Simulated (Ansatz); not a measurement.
**Eigenvalues along a path: Sr$_{2}$Mg**

```yaml
crystal:
  lattice:
    - [-2.11821, 2.11821, 7.24749]
    - [2.11821, -2.11821, 7.24749]
    - [2.11821, 2.11821, -7.24749]
  atoms:
    - { symbol: Sr, position: [0.35803, 0.35803, 0.00000] }
    - { symbol: Sr, position: [0.64197, 0.64197, 0.00000] }
    - { symbol: Mg, position: [0.00000, 0.00000, 0.00000] }
```

The base volume is that of a database entry, so it needn't be at zero pressure; the structure needn't be the stable phase, at rest or compressed.

Level of theory: DFT with PBEsol, scalar-relativistic, in Ansatz 0.2.0; a Γ-centred 12×12×12 k mesh, Fermi–Dirac smearing of 0.05 eV, no spin polarisation. LAPW: all electrons, basis error target 1 meV/atom.

Path points, in fractions of the reciprocal vectors: Γ (0.000, 0.000, 0.000), X (0.000, 0.000, 0.500), P (0.250, 0.250, 0.250), N (0.000, 0.500, 0.000), M (0.500, 0.500, -0.500), S (0.271, 0.729, -0.271), S0 (-0.271, 0.271, 0.271). The distance column jumps between branches of the path. Levels in eV from the Fermi level; bands 17 to 28, counted from the lowest band of the run. The gap is zero, the pressure -0.90 GPa.

```
# k(1/Å) point b17 b18 b19 b20 b21 b22 b23 b24 b25 b26 b27 b28
0.000 Γ -18.29 -18.15 -18.15 -18.13 -18.13 -18.12 -4.38 -1.46 -0.87 1.07 1.33 2.13
0.150 - -18.29 -18.16 -18.15 -18.13 -18.13 -18.12 -4.28 -1.35 -0.85 1.07 1.16 1.87
0.300 - -18.28 -18.17 -18.17 -18.15 -18.14 -18.12 -3.99 -1.03 -0.77 0.81 1.09 1.49
0.449 - -18.27 -18.19 -18.19 -18.18 -18.16 -18.12 -3.53 -0.63 -0.57 0.43 1.07 1.09
0.599 - -18.26 -18.22 -18.21 -18.20 -18.18 -18.13 -2.94 -0.42 -0.14 0.10 0.58 1.06
0.749 - -18.26 -18.24 -18.22 -18.21 -18.20 -18.13 -2.32 -0.16 -0.12 -0.07 0.13 0.99
0.899 - -18.27 -18.25 -18.22 -18.22 -18.21 -18.14 -1.78 -0.32 -0.26 -0.23 0.35 0.92
1.049 X -18.27 -18.26 -18.22 -18.22 -18.21 -18.14 -1.54 -0.41 -0.37 -0.30 0.83 0.89
1.080 - -18.27 -18.26 -18.22 -18.22 -18.21 -18.14 -1.54 -0.41 -0.37 -0.31 0.84 0.89
1.111 - -18.27 -18.26 -18.22 -18.22 -18.21 -18.14 -1.54 -0.40 -0.37 -0.32 0.88 0.90
1.142 - -18.27 -18.26 -18.22 -18.22 -18.21 -18.14 -1.54 -0.40 -0.37 -0.34 0.90 0.94
1.173 - -18.27 -18.26 -18.22 -18.22 -18.21 -18.14 -1.54 -0.40 -0.38 -0.36 0.90 0.94
1.204 - -18.27 -18.26 -18.22 -18.22 -18.21 -18.14 -1.53 -0.40 -0.38 -0.38 0.91 0.94
1.235 - -18.27 -18.26 -18.22 -18.22 -18.21 -18.14 -1.53 -0.39 -0.39 -0.38 0.92 0.93
1.265 P -18.26 -18.26 -18.22 -18.22 -18.22 -18.14 -1.53 -0.40 -0.39 -0.39 0.92 0.92
1.371 - -18.26 -18.26 -18.22 -18.21 -18.21 -18.14 -1.61 -0.56 -0.30 -0.30 0.83 0.88
1.477 - -18.26 -18.26 -18.22 -18.20 -18.20 -18.14 -1.80 -0.81 -0.23 -0.14 0.80 0.82
1.583 - -18.26 -18.26 -18.22 -18.19 -18.19 -18.14 -2.00 -1.12 -0.16 -0.11 0.87 0.91
1.689 - -18.27 -18.26 -18.21 -18.17 -18.17 -18.14 -2.18 -1.40 -0.25 -0.09 0.98 1.14
1.795 - -18.27 -18.27 -18.21 -18.15 -18.15 -18.14 -2.32 -1.63 -0.43 -0.02 1.09 1.33
1.901 - -18.28 -18.27 -18.21 -18.14 -18.14 -18.13 -2.40 -1.78 -0.56 0.02 1.15 1.39
2.007 N -18.28 -18.27 -18.21 -18.14 -18.13 -18.12 -2.43 -1.83 -0.61 0.04 1.17 1.39
2.117 - -18.27 -18.27 -18.21 -18.14 -18.13 -18.12 -2.72 -1.58 -0.64 0.14 0.90 1.69
2.228 - -18.27 -18.25 -18.20 -18.14 -18.13 -18.12 -3.15 -1.32 -0.56 0.28 0.67 1.96
2.338 - -18.27 -18.23 -18.19 -18.14 -18.13 -18.12 -3.56 -1.30 -0.35 0.22 0.82 1.95
2.449 - -18.28 -18.20 -18.17 -18.14 -18.13 -18.12 -3.91 -1.36 -0.44 0.47 1.01 1.93
2.559 - -18.28 -18.17 -18.15 -18.14 -18.12 -18.12 -4.17 -1.42 -0.65 0.86 1.12 1.92
2.669 - -18.29 -18.16 -18.15 -18.13 -18.13 -18.12 -4.33 -1.45 -0.82 1.05 1.25 2.00
2.780 Γ -18.29 -18.15 -18.15 -18.13 -18.13 -18.12 -4.38 -1.46 -0.87 1.07 1.33 2.13
2.842 - -18.29 -18.15 -18.15 -18.13 -18.13 -18.13 -4.37 -1.61 -0.72 1.02 1.39 2.10
2.903 - -18.28 -18.15 -18.15 -18.13 -18.12 -18.12 -4.32 -1.88 -0.45 0.93 1.51 2.02
2.965 - -18.27 -18.15 -18.15 -18.14 -18.12 -18.12 -4.25 -2.16 -0.17 0.85 1.65 1.94
3.027 - -18.26 -18.16 -18.15 -18.15 -18.12 -18.12 -4.16 -2.43 0.08 0.78 1.77 1.87
3.089 - -18.24 -18.17 -18.15 -18.15 -18.12 -18.12 -4.06 -2.65 0.27 0.73 1.83 1.88
3.151 - -18.23 -18.19 -18.15 -18.15 -18.12 -18.12 -3.97 -2.82 0.39 0.70 1.82 1.95
3.213 M -18.21 -18.21 -18.16 -18.16 -18.12 -18.12 -3.93 -2.88 0.42 0.69 1.82 1.97
3.310 - -18.21 -18.21 -18.16 -18.15 -18.12 -18.12 -3.90 -2.83 0.45 0.67 1.81 1.99
3.407 - -18.21 -18.21 -18.17 -18.15 -18.14 -18.12 -3.79 -2.70 0.48 0.62 1.77 1.81
3.504 - -18.22 -18.21 -18.18 -18.15 -18.15 -18.12 -3.62 -2.48 0.29 0.67 1.52 1.70
3.601 - -18.24 -18.21 -18.19 -18.16 -18.14 -18.12 -3.39 -2.19 -0.13 0.80 1.30 1.60
3.698 - -18.26 -18.23 -18.19 -18.16 -18.14 -18.12 -3.11 -1.83 -0.65 0.84 1.23 1.46
3.794 - -18.27 -18.25 -18.20 -18.16 -18.14 -18.12 -2.80 -1.43 -1.19 0.69 1.22 1.37
3.891 S -18.28 -18.26 -18.21 -18.15 -18.13 -18.12 -2.50 -1.67 -0.99 0.49 0.88 1.58
4.343 S0 -18.28 -18.26 -18.21 -18.15 -18.13 -18.12 -2.50 -1.67 -0.99 0.49 0.88 1.58
4.458 - -18.28 -18.26 -18.21 -18.14 -18.13 -18.12 -2.56 -1.75 -0.46 0.29 0.42 1.81
4.573 - -18.28 -18.25 -18.21 -18.13 -18.13 -18.13 -3.03 -1.36 -0.10 0.11 0.16 1.97
4.688 - -18.27 -18.23 -18.20 -18.13 -18.13 -18.12 -3.48 -1.00 -0.52 0.18 0.55 2.02
4.803 - -18.28 -18.20 -18.18 -18.14 -18.12 -18.12 -3.86 -0.91 -0.84 0.44 0.88 1.99
4.918 - -18.28 -18.18 -18.15 -18.14 -18.12 -18.12 -4.15 -1.20 -0.83 0.86 1.04 1.94
5.033 - -18.29 -18.16 -18.15 -18.13 -18.13 -18.12 -4.32 -1.39 -0.86 1.07 1.21 1.99
5.148 Γ -18.29 -18.15 -18.15 -18.13 -18.13 -18.12 -4.38 -1.46 -0.87 1.07 1.33 2.13
```
